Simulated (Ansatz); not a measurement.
# MgTl (Pm-3m), stationary points along a deformation path

Method: DFT r2SCAN, scalar-relativistic, plane waves, PAW (Ansatz). Cutoff 500 eV, Γ-centred 14×14×14 k-points, Gaussian smearing of 0.15 eV. Spin–orbit coupling is left out, which can shift energies with elements as heavy as these. No spin polarisation. Energies are free energies at this smearing, counted from the undisturbed cell; pressure is positive in compression.

The undisturbed cell (as given, not relaxed at this level; it stands at -0.2 GPa, and it needn't be the usual structure):

```
CELL_PARAMETERS angstrom
3.63500 0.00000 0.00000
0.00000 3.63500 0.00000
0.00000 0.00000 3.63500
ATOMIC_POSITIONS crystal
Mg 0.00000 0.00000 0.00000
Tl 0.50000 0.50000 0.50000
```

At fixed volume and fractional coordinates, lengths along (0.577, 0.577, 0.577) are scaled against those across it; ρ is that ratio over its starting value. V = 24.015 Å³/atom. Δσ is the stress along the axis less the mean stress across it (compression positive).

```
    ρ  ΔE (meV/atom)  Δσ (GPa) space group
0.500         3631.1    170.81         R-3m
0.600         1352.8     86.43         R-3m
0.710          363.2     34.71         R-3m
0.850           36.9      6.32         R-3m
0.930            5.1      1.55         R-3m
1.000            0.0      0.00        Pm-3m
1.080            3.3     -0.56         R-3m
1.200           14.1     -1.78         R-3m
1.410           68.9     -4.91         R-3m
1.700          172.8     -5.04         R-3m
2.000          223.5      0.00        Fm-3m
```

Problem. How does the stress give the slope of the energy, and where is the energy stationary?

Solution. Along the path d ln(length) is 2/3 d ln ρ on the axis and −1/3 d ln ρ across it, so dE/d ln ρ = −(2/3) V Δσ: the energy falls with ρ where Δσ is positive. Δσ vanishes or changes sign at ρ = 1.000 (Pm-3m), a minimum at 0.0 meV/atom; at ρ = 2.000 (Fm-3m, an end of the scan), at 223.5 meV/atom. Pairs of stationary points between two samples would go unseen, and could change a minimum read from distant neighbours into a maximum. At ρ = 1.000, 2.000 the cell is cubic, where symmetry alone makes the stress isotropic and the slope zero.

Problem. Which shear constant sets the curvature at ρ = 1?

Solution. For a cubic crystal E/V = (2/3) C (ln ρ)² with C = C44, so Δσ = −2C ln ρ. The parabola of Δσ against ln ρ through ρ = 0.930, 1 and 1.080 gives C ≈ 7.3 GPa with the ions clamped, rough because the steps are large.

In a metal these slopes depend on the k mesh and the smearing.